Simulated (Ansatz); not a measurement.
# Is this CaPd3 structure a true minimum?

It was reached by relaxing an invented guess, and it needn't be the stable form of this composition.

Level of theory: DFT PBE, scalar-relativistic, plane waves, PAW in Ansatz. Cutoff 420 eV; k points 16×16×16 on the computed 4-atom cell (Γ-centred); Gaussian smearing, width 0.10 eV; no spin polarisation.

The cell below (4 atoms, space group I4/mmm (No. 139)) is relaxed within its symmetry.

```xyz
4
Lattice="-2.1127 2.1127 3.9773 2.1127 -2.1127 3.9773 2.1127 2.1127 -3.9773" Properties=species:S:1:pos:R:3 pbc="T T T"
Ca    0.0000    0.0000    0.0000
Pd    0.0000    2.1127    1.9887
Pd    2.1127    0.0000    1.9887
Pd    0.0000    0.0000    3.9773
```

For the test a repeat of it with 8 atoms (edges 4.97, 4.97, 5.98 Å) was strained at random (σ = 1.5 % a component), the atoms were moved at random (σ = 0.05 Å), and all was relaxed again on a coarse 4×4×4 mesh (in the run’s order of axes) with 0.20 eV smearing, with no symmetry imposed.

Q: What happens?

A: It returns, within 1 meV/atom of the unmoved cell on that mesh and with the same symmetry when read at 0.1 Å (Fmmm at 0.01 Å, so small strains and shifts remain). No instability shows in this cell; modes of other wave vectors, which need another repeat, aren't tested.
